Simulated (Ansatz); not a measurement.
Co$_{3}$O$_{4}$: pressure against volume

Co$_{3}$O$_{4}$, Fd-3m, a = 7.984 Å. The structure is a COD entry; whether it is the stable form wasn't checked. Ansatz: PBEsol, PAW, 420 eV, Γ-centred 8×8×8 mesh on 14 atoms, Gaussian smearing 0.01 eV; collinear spin, largest moment 2.1 μB. Shape and atoms are relaxed at each volume; pressure is positive in compression.

```
V (Å³/atom) P (GPa)
      7.998        ?
      8.270    27.87
      8.543    16.97
      8.816     7.77
      9.088    -0.01
      9.361    -6.57
      9.634   -12.10
      9.997   -18.13
```

Problem. Take V0 = 9.088 Å³/atom, count pressures from its P0 = -0.01 GPa, fit the third-order Birch–Murnaghan form to the other rows, and predict the missing pressure.

Solution. With the Eulerian strain f = ½[(V0/V)^(2/3) − 1] and y = (P − P0)/[3f(1 + 2f)^(5/2)], the form is the line y = B0 + 1.5 B0 (B0′ − 4) f. Rows (f, y): 0.03245, 244.7; 0.02105, 242.5; 0.01023, 241.0; -0.00977, 235.1; -0.01907, 232.9; -0.03079, 230.0. Means f = 0.0006833, y = 237.70; Σ(Δf)² = 0.003005, ΣΔfΔy = 0.7160; the slope is their ratio. y = 237.5 + 238.3 f GPa, so B0 = 237.5 GPa and B0′ = 4 + 2 × (238.3)/(3 × 237.5) = 4.67. At V = 7.998, f = 0.04445, y = 248.09 and P = 40.92 GPa. The run gave 40.80 GPa, so the fit is 0.12 GPa too high, a small miss on the scale of the series.

The state reached may not be the lowest one. The program reads another magnetic order as possibly lower. Moments started parallel, and an antiferromagnetic order may lie lower.

Cost: 8 runs of about 30 core-minutes in all, on AMD EPYC 7R43 (Zen 3) (shared hosts).